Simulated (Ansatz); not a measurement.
Space group Fm-3m (No. 225). a = 7.324 Å, b = 7.324 Å, c = 7.324 Å, α = 90.00°, β = 90.00°, γ = 90.00°
| atom | site | symmetry | x | y | z |
| --- | --- | --- | --- | --- | --- |
| In | 4a | m-3m | 0.0000 | 0.0000 | 0.0000 |
| Sb | 8c | -43m | 0.2500 | 0.7500 | 0.7500 |
| Sb | 4b | m-3m | 0.5000 | 0.0000 | 0.0000 |

Equation of state of this InSb$_{3}$ structure (not necessarily the ground state), with shape and atoms relaxed at each volume where symmetry leaves them free. It has no gap at any of these volumes. Level of theory: DFT PBEsol+D3(BJ), scalar-relativistic, plane waves, PAW in Ansatz.

Plane waves to 420 eV, a k mesh through Γ of 10×10×10 on the computed 4-atom cell and Gaussian smearing (0.10 eV); no spin polarisation.

| V (Å³/atom) | E − E(largest V) (meV/atom) | P (GPa) |
| --- | --- | --- |
| 21.609 | 55.21 | 12.41 |
| 22.345 | 7.54 | 8.47 |
| 23.082 | -23.55 | 5.15 |
| 23.819 | -40.62 | 2.35 |
| 24.555 | -45.84 | 0.00 |
| 25.292 | -41.12 | -1.97 |
| 26.029 | -28.10 | -3.62 |
| 27.011 | 0.00 | -5.43 |

Fit a third-order Birch–Murnaghan equation to E(V).

V0 = 24.56 Å³/atom, B0 = 72 GPa, B0' = 4.7.

Spin-orbit coupling is left out, which matters for the bands of heavy elements.

Cost: 8 runs of about 0.67 core-minutes in all, on Intel Xeon 6975P-C (Granite Rapids) (shared hosts).